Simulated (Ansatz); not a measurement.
# Sn3Bi: pressure against volume

Sn3Bi, Fm-3m, a = 7.680 Å. The structure is a Materials Project entry; whether it is the stable form wasn't checked. Ansatz: r2SCAN, PAW, 500 eV, Γ-centred 10×10×10 mesh on 4 atoms, Gaussian smearing 0.10 eV; no spin polarisation. Symmetry fixes shape and atoms, so the cell is only scaled; pressure is positive in compression.

```tsv
V (Å³/atom)	P (GPa)
24.915	?
25.765	6.08
26.614	3.71
27.463	1.71
28.313	0.00
29.162	-1.45
30.011	-2.66
31.144	-3.98
```

Question: Take V0 = 28.313 Å³/atom, fit the third-order Birch–Murnaghan form to the other rows, and predict the missing pressure.

Answer: With the Eulerian strain f = ½[(V0/V)^(2/3) − 1] and y = P/[3f(1 + 2f)^(5/2)], the form is the line y = B0 + 1.5 B0 (B0′ − 4) f. Rows (f, y): 0.03244, 53.4; 0.02106, 53.0; 0.01026, 52.8; -0.00975, 52.1; -0.01904, 51.3; -0.03078, 50.5. Means f = 0.0006983, y = 52.183; Σ(Δf)² = 0.003003, ΣΔfΔy = 0.1324; the slope is their ratio. y = 52.15 + 44.10 f GPa, so B0 = 52.1 GPa and B0′ = 4 + 2 × (44.10)/(3 × 52.15) = 4.56. At V = 24.915, f = 0.04449, y = 54.11 and P = 8.94 GPa. The run gave 8.89 GPa, so the fit is 0.05 GPa too high, a small miss on the scale of the series.

Spin–orbit coupling is left out, which can shift energies with elements as heavy as these.